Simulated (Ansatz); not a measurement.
# Does relaxation matter for the field gradients of WS2 with Sb replacing S?

Start: a supercell of WS2 (space group P6_3/mmc) built from a structure deposited in the COD (the entry's cell lengths or inner coordinates differ somewhat from later room-temperature determinations), with all atoms left at the host's positions.

Space group P3m1 (No. 156); a = 6.3600, c = 12.5000 Å, γ = 120.00°.

| site | Wyckoff | site symmetry | x | y | z |
| --- | --- | --- | --- | --- | --- |
| W1 | 1a | 3m. | 0.0000 | 0.0000 | 0.2500 |
| W2 | 3d | .m. | 0.0000 | 0.5000 | 0.2500 |
| W5 | 3d | .m. | 0.1667 | 0.8333 | 0.7500 |
| W8 | 1c | 3m. | 0.6667 | 0.3333 | 0.7500 |
| Sb | 1a | 3m. | 0.0000 | 0.0000 | 0.6250 |
| S10 | 3d | .m. | 0.0000 | 0.5000 | 0.6250 |
| S13 | 3d | .m. | 0.1667 | 0.8333 | 0.1250 |
| S16 | 1c | 3m. | 0.6667 | 0.3333 | 0.1250 |
| S17 | 1a | 3m. | 0.0000 | 0.0000 | 0.8750 |
| S18 | 3d | .m. | 0.0000 | 0.5000 | 0.8750 |
| S21 | 3d | .m. | 0.1667 | 0.8333 | 0.3750 |
| S24 | 1c | 3m. | 0.6667 | 0.3333 | 0.3750 |

One atom of each set is listed.

All values are calculated (Ansatz; DFT, PBE, plane waves and PAW, scalar-relativistic, 420 eV cutoff, Γ-centred 4×4×2 k-points, Fermi–Dirac smearing 0.01 eV, cell charge -1), not measured.

The largest force at the start is 11 eV/Å. Relaxing the ions at fixed cell moves them by 0.353 Å at most (atom 9, Sb) and 0.098 Å rms.

| site | moved (Å) | first shell before | first shell after | V_zz before (10²¹ V/m²) | η before |
| --- | --- | --- | --- | --- | --- |
| W1 | 0.039 | 6 S at 2.41 Å | 6 S at 2.42 Å | -18.80 | 0.00 |
| W2 | 0.051 | 6 S at 2.41 Å | 6 S at 2.41–2.42 Å | -17.98 | 0.01 |
| W5 | 0.095 | 5 S at 2.41 Å, 1 Sb at 2.41 Å | 5 S at 2.40–2.41 Å, 1 Sb at 2.73 Å | -24.3 | 0.00 |
| W8 | 0.075 | 6 S at 2.41 Å | 6 S at 2.41 Å | -15.94 | 0.00 |
| Sb | 0.353 | 3 W at 2.41 Å | 3 W at 2.73 Å | -21.5 | 0.00 |
| S10 | 0.076 | 3 W at 2.41 Å | 3 W at 2.41 Å | -4.83 | 0.45 |
| S13 | 0.056 | 3 W at 2.41 Å | 3 W at 2.41–2.42 Å | -4.82 | 0.03 |
| S17 | 0.049 | 3 W at 2.41 Å | 3 W at 2.40 Å | -4.11 | 0.00 |
| S18 | 0.096 | 3 W at 2.41 Å | 3 W at 2.41 Å | -3.81 | 0.26 |
| S21 | 0.037 | 3 W at 2.41 Å | 3 W at 2.42 Å | -4.40 | 0.04 |

Question: What are V_zz and η after the relaxation?

Answer: 

| site | V_zz after | η after | change of V_zz |
| --- | --- | --- | --- |
| W1 | -18.07 | 0.00 | +0.73 |
| W2 | -17.67 | 0.00 | +0.31 |
| W5 | -16.04 | 0.04 | +8.23 |
| W8 | -14.58 | 0.00 | +1.36 |
| Sb | -17.02 | 0.00 | +4.44 |
| S10 | -4.60 | 0.58 | +0.23 |
| S13 | -4.60 | 0.01 | +0.22 |
| S17 | -4.30 | 0.00 | -0.19 |
| S18 | -3.44 | 0.12 | +0.37 |
| S21 | -4.02 | 0.11 | +0.38 |

The largest change of V_zz is on W5, from -24.3 to -16.04. In per cent, |V_zz| changes by -34 to -2 on W, -21 on Sb, -10 to +5 on S (all sites that start above 0.5). On S18 V_xx and V_yy change places (or their axes turn by over 50°), so the two values of η hide a larger change. The table leaves out 2 of the 12 sites, with |V_zz| up to 4.82; their tensors move by 0.19 at most along any direction. The statements above cover all sites. The host's own positions weren't relaxed first, so part of the change far from the defect can be the host's relaxation.

The defect repeats with the cell of 24 atoms, so it feels its images: sites between two images don't show the values beside a lone defect, and zeros or small values of η there can come from the images' arrangement. S and W carry a gradient in the pure host already, so the values there aren't the defect's effect alone. A uniform background compensates the cell's charge. Without spin–orbit coupling the gradients at and beside W can be off by some per cent, at some sites by more. With these PAW files V_zz is typically within 2 to 3 % of all-electron values, but misses above 10 % occur on Sb.
Before: The cell keeps the host's lattice, where the PBE pressure is 7 GPa (in a charged cell this depends on the convention for the mean potential). The neighbours have not yet relaxed around the defect (largest force 11 eV/Å), so the values at and beside it are those of a strained start, not of the defect in a real crystal.
After: The relaxation keeps the site symmetry 3m of the start, so the impurity can move only along its axis; a start off the site could end lower.
